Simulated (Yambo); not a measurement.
Yambo run on InP (zinc blende, space group F-43m, No. 216). The wavefunctions come from this Quantum ESPRESSO step (PBE, PseudoDojo stringent norm-conserving files, scalar-relativistic):

```
&CONTROL
  calculation = 'nscf'
  pseudo_dir = './pseudo'
  outdir = './out'
/
&SYSTEM
  ibrav = 0
  nat = 2
  ntyp = 2
  ecutwfc = 82.0
  ecutrho = 328.0
  occupations = 'fixed'
  force_symmorphic = .true.
  nbnd = 226
/
&ELECTRONS
  conv_thr = 2e-09
  diago_full_acc = .true.
  diago_thr_init = 1e-08
/
ATOMIC_SPECIES
P 30.9738 P.upf
In 114.8180 In.upf
CELL_PARAMETERS angstrom
  0.000000000000   2.940562867000   2.940562867000
  2.940562867000   0.000000000000   2.940562867000
  2.940562867000   2.940562867000   0.000000000000
ATOMIC_POSITIONS crystal
P   0.750000000000   0.750000000000   0.750000000000
In   0.000000000000   0.000000000000   0.000000000000
K_POINTS automatic
4 4 4 0 0 0
```

Yambo input:

```
rim_cut
gw0
dyson
el_el_corr
HF_and_locXC
ppa
em1d
RandQpts= 1000000
RandGvec= 1 Ry
EXXRLvcs= 82 Ry
VXCRLvcs= 328 Ry
Chimod= "HARTREE"
% BndsRnXp
 5 | 225 |
%
NGsBlkXp= 15 Ry
% LongDrXp
 1.0 | 1.0 | 1.0 |
%
PPAPntXp= 27.2114 eV
% GbndRnge
 1 | 225 |
%
GTermKind= "BG"
DysSolver= "n"
ExtendOut
% QPkrange
 1 | 1 | 13 | 14 |
 3 | 3 | 13 | 14 |
 7 | 7 | 13 | 14 |
 8 | 8 | 13 | 14 |
%
```

k points by index: 1 = Γ, 3 = L, 7 = X, 8 = W.

The o-*.qp file then holds:

```
#    K-point    Band    Eo [eV]    E [eV]    E-Eo [eV]    Vxc [eV]    Vnlxc [eV]    Sc|Eo [eV]    Sc|E [eV]    dSc/dw|Eo [eV]    Re(Z)    Im(Z)
#
    1    13    0.000000    -0.753786    -0.753786    -12.87720    -14.70499    0.860084    1.074005    -7.721606    0.778957    -0.001462
    1    14    0.653659    0.608534    -0.045125    -11.73216    -7.851852    -3.937188    -3.925431    -7.106080    0.792929    -0.001397
    3    13    -0.955060    -1.737194    -0.782134    -12.24279    -14.43944    1.190552    1.414519    -7.791112    0.777410    -0.001509
    3    14    1.475566    1.450480    -0.025087    -11.23023    -7.320383    -3.941272    -3.934929    -6.909523    0.797496    -0.001401
    7    13    -2.283596    -3.119120    -0.835524    -11.38147    -14.11015    1.647439    1.893156    -8.001340    0.772768    -0.001594
    7    14    1.781492    1.549885    -0.231607    -9.161498    -5.606585    -3.841191    -3.786520    -6.426446    0.808949    -0.001375
    8    13    -2.862279    -3.694661    -0.832382    -10.66065    -13.40228    1.666682    1.909252    -7.928636    0.774367    -0.001655
    8    14    4.294403    4.071903    -0.222500    -9.927711    -5.819939    -4.388142    -4.330271    -7.081177    0.793505    -0.001288
```
(The two width columns are left out.) Convergence of these settings isn't established.

Spin-orbit coupling is not included.

Geometry relaxed with PBEsol.
